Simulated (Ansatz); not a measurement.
Starting cell, WSe$_{2}$ (2H-MoS2 type, space group P6_3/mmc):

```yaml
crystal:
  lattice:
    - [3.27899, 0.00000, 0.00000]
    - [-1.63949, 2.83969, 0.00000]
    - [0.00000, 0.00000, 12.78582]
  atoms:
    - { symbol: W, position: [0.33333, 0.66667, 0.25000] }
    - { symbol: W, position: [0.66667, 0.33333, 0.75000] }
    - { symbol: Se, position: [0.33333, 0.66667, 0.61827] }
    - { symbol: Se, position: [0.66667, 0.33333, 0.11827] }
    - { symbol: Se, position: [0.66667, 0.33333, 0.38173] }
    - { symbol: Se, position: [0.33333, 0.66667, 0.88173] }
```

In each cell atom 1 (W, nearest neighbour Se at 2.534 Å; its periodic images, 3.3 Å or more away, move with it) moves by s·(0.000, 0.000, 1.000) (along Cartesian z), the rest being held.

Method: PBE-D3(BJ) (plane waves to 420 eV, PAW, scalar-relativistic; Ansatz, a program for electronic structure). k mesh 9×9×2 (Γ-centred), Fermi-Dirac smearing 0.05 eV. E stands for the smeared free energy. Left out: 2 of 11 points, with atoms too close for the PAW data. As the smearing reaches across the gap at some points, energies and forces of such displacements shift with the k mesh and the smearing. Spin-orbit coupling is left out, though W is heavy. The PAW data are Ansatz's earlier set. WSe2 is run without spin polarisation. WSe2 was relaxed with its symmetry unable to fall. ΔE is measured from the undisplaced structure.

Successive frames, forces in eV/Å:

```csv
frame,ΔE (meV/cell),F on W1,F on W2,F on Se3,F on Se4,F on Se5,F on Se6
s = 0.000 Å,0,"(0.000, 0.000, 0.000)","(0.000, 0.000, 0.000)","(0.000, 0.000, 0.001)","(0.000, 0.000, 0.001)","(0.000, 0.000, -0.001)","(0.000, 0.000, -0.001)"
s = 0.152 Å,332,"(0.000, 0.000, -4.352)","(0.000, 0.000, 0.035)","(0.000, 0.000, -0.001)","(0.000, 0.000, 1.772)","(0.000, 0.000, 2.543)","(0.000, 0.000, 0.004)"
s = 0.304 Å,1304,"(0.000, 0.000, -8.259)","(0.000, 0.000, 0.030)","(0.000, 0.000, -0.012)","(0.000, 0.000, 2.711)","(0.000, 0.000, 5.506)","(0.000, 0.000, 0.025)"
```

Question: What are the energy and the forces in the next frame, s = 0.456 Å?

Answer: ΔE (meV/cell) = 2761.

```csv
atom,Fx,Fy,Fz
W1,0.000,0.000,-10.712
W2,0.000,0.000,-0.016
Se3,0.000,0.000,-0.002
Se4,0.000,0.000,2.804
Se5,0.000,0.000,7.868
Se6,0.000,0.000,0.057
```

(A displaced cell: forces are minus the slopes of the energy, force constants its curvatures, and phonons follow from these.)
